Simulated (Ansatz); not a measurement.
TePb:
```yaml
crystal:
  lattice:
    - [0.00000, 3.28429, 3.28429]
    - [3.28429, 0.00000, 3.28429]
    - [3.28429, 3.28429, 0.00000]
  atoms:
    - { symbol: Te, position: [0.00000, 0.00000, 0.00000] }
    - { symbol: Pb, position: [0.50000, 0.50000, 0.50000] }
```

Relaxed with PBE. Special points in fractions of this cell's reciprocal vectors: Γ (0.000, 0.000, 0.000); X (0.500, 0.000, 0.500); U (0.625, 0.250, 0.625); K (0.375, 0.375, 0.750); L (0.500, 0.500, 0.500); W (0.500, 0.250, 0.750).

List the band energies nearest the valence-band maximum at these points for plane-wave PAW PBE (Ansatz code).

In eV from the valence-band maximum; about four levels below and three above (degenerate sets whole), none deeper than 8.9 eV; points with the same levels are listed once.

```csv
k,below,above
Γ,-5.71 -1.16 -1.16 -1.16,4.02 4.02 4.02
X,-7.20 -4.12 -2.52 -2.52,3.51 5.30 5.30
U,-7.78 -3.76 -2.05 -1.88,3.53 3.73 5.22
L,-8.33 -0.74 -0.74 0.00,0.83 1.39 1.39
W,-7.80 -3.44 -3.44 -0.28,1.73 5.20 5.20
```

Space group Fm-3m (rock salt). Symmetry was held in the PBE relaxation; of distortions, only those at the zone centre were tested. Spin–orbit coupling is left out wherever it is not named.

Potentials: the later of the program's two PAW sets.
